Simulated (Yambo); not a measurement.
Yambo run on SrCl$_{2}$ (fluorite, space group Fm-3m, No. 225). The wavefunctions come from this Quantum ESPRESSO step (PBEsol, PseudoDojo standard norm-conserving files, fully relativistic):

```
&CONTROL
  calculation = 'nscf'
  pseudo_dir = './pseudo'
  outdir = './out'
/
&SYSTEM
  ibrav = 0
  nat = 3
  ntyp = 2
  ecutwfc = 68.0
  ecutrho = 272.0
  occupations = 'fixed'
  force_symmorphic = .true.
  nbnd = 180
  noncolin = .true.
  lspinorb = .true.
/
&ELECTRONS
  conv_thr = 3.0000000000000004e-09
  diago_full_acc = .true.
  diago_thr_init = 1e-08
/
ATOMIC_SPECIES
Cl 35.4500 Cl.upf
Sr 87.6200 Sr.upf
CELL_PARAMETERS angstrom
  0.000000000000   3.453034803000   3.453034803000
  3.453034803000   0.000000000000   3.453034803000
  3.453034803000   3.453034803000   0.000000000000
ATOMIC_POSITIONS crystal
Cl   0.750000000000   0.750000000000   0.750000000000
Cl   0.250000000000   0.250000000000   0.250000000000
Sr   0.000000000000   0.000000000000   0.000000000000
K_POINTS automatic
4 4 4 0 0 0
```

Yambo input:

```
rim_cut
gw0
dyson
el_el_corr
HF_and_locXC
ppa
em1d
RandQpts= 1000000
RandGvec= 1 Ry
EXXRLvcs= 68 Ry
VXCRLvcs= 272 Ry
Chimod= "HARTREE"
% BndsRnXp
 1 | 178 |
%
NGsBlkXp= 6 Ry
% LongDrXp
 1.0 | 1.0 | 1.0 |
%
PPAPntXp= 27.2114 eV
% GbndRnge
 1 | 178 |
%
GTermKind= "BG"
DysSolver= "n"
ExtendOut
% QPkrange
 1 | 1 | 24 | 25 |
 3 | 3 | 24 | 25 |
 7 | 7 | 22 | 26 |
 8 | 8 | 24 | 25 |
%
```

k points by index: 1 = Γ, 3 = L, 7 = X, 8 = W.

The o-*.qp file then holds:

```
#    K-point    Band    Eo [eV]    E [eV]    E-Eo [eV]    Vxc [eV]    Vnlxc [eV]    Sc|Eo [eV]    Sc|E [eV]    dSc/dw|Eo [eV]    Re(Z)    Im(Z)
#
    1    24    -0.304694    -2.019968    -1.715274    -14.35499    -18.74019    2.279587    2.669932    -6.192132    0.814625    -0.001174
    1    25    5.255604    5.954655    0.699051    -8.066579    -3.932828    -3.324130    -3.434699    -4.303465    0.863445    -0.915310E-3
    3    24    -1.054629    -2.839958    -1.785329    -13.87494    -18.48562    2.415350    2.825356    -6.248854    0.813244    -0.001011
    3    25    6.630555    8.032579    1.402024    -10.19406    -4.882555    -3.672985    -3.909485    -4.589787    0.855671    -0.993152E-3
    7    22    -0.389172    -2.077151    -1.687979    -14.26986    -18.60418    2.261518    2.646346    -6.203297    0.814352    -0.001170
    7    23    0.000000    -1.674731    -1.674731    -14.68788    -18.99471    2.249780    2.632095    -6.211557    0.814151    -0.001155
    7    24    0.000000    -1.674731    -1.674731    -14.68788    -18.99471    2.249780    2.632095    -6.211557    0.814151    -0.001155
    7    25    5.341874    6.356597    1.014723    -8.682950    -4.232096    -3.274830    -3.436131    -4.325151    0.862852    -0.934784E-3
    7    26    5.341874    6.356597    1.014723    -8.682950    -4.232096    -3.274830    -3.436131    -4.325151    0.862852    -0.934784E-3
    8    24    -0.108965    -1.796925    -1.687960    -14.57685    -18.91619    2.265946    2.651380    -6.213152    0.814112    -0.001160
    8    25    6.114678    7.161193    1.046515    -9.261425    -4.687603    -3.353562    -3.527307    -4.517262    0.857627    -0.983960E-3
```
(The two width columns are left out.) Convergence of these settings isn't established.

Geometry relaxed with PBEsol.
